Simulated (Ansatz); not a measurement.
Consider the following.

Relaxed Bi (A7 type, space group R-3m):

```yaml
crystal:
  lattice:
    - [2.26661, 1.30863, 3.88456]
    - [-2.26661, 1.30863, 3.88456]
    - [0.00000, -2.61726, 3.88456]
  atoms:
    - { symbol: Bi, position: [0.23718, 0.23718, 0.23718] }
    - { symbol: Bi, position: [0.76282, 0.76282, 0.76282] }
```

Scan: atom 1 (Bi, nearest neighbour Bi at 3.091 Å; its periodic images, 4.5 Å or more away, move with it) is displaced along Cartesian [111], direction (0.577, 0.577, 0.577) in Cartesian axes, by s. The other atoms stay.

All values below come from PBE-D3(BJ) (plane waves to 420 eV, PAW, scalar-relativistic; Ansatz, an electronic-structure program). k mesh 10×10×10 (Γ-centred), Fermi-Dirac smearing 0.05 eV. The energy includes the smearing's −TS. With partly filled bands, energies and forces of such displacements shift with the k mesh and the smearing. Bi was relaxed with its symmetry unable to fall. Spin-orbit coupling is left out, though Bi is heavy. ΔE is measured from the undisplaced structure.

The scan covers s from -0.620 to 0.620 Å in 11 points.

Task: Is the energy the same for displacements of ±0.620 Å, and if not, which side lies higher?

Result: Not even: the negative side lies higher at ±0.620 Å. With its periodic images moving along, the atom's site symmetry in this cell is 3m.

Task: What force acts on the atom along the line at s = -0.620 Å?

Result: 3.84 eV/Å.

Task: What is the energy change at s = 0.620 Å?

Result: 165 meV/cell.

Task: What is the force constant k = d²E/ds² of this move at s = 0?

Result: 2.31 eV/Å².

(For displaced atoms, the force is minus the slope of the energy, and its curvature is a force constant, which sets phonon frequencies.)
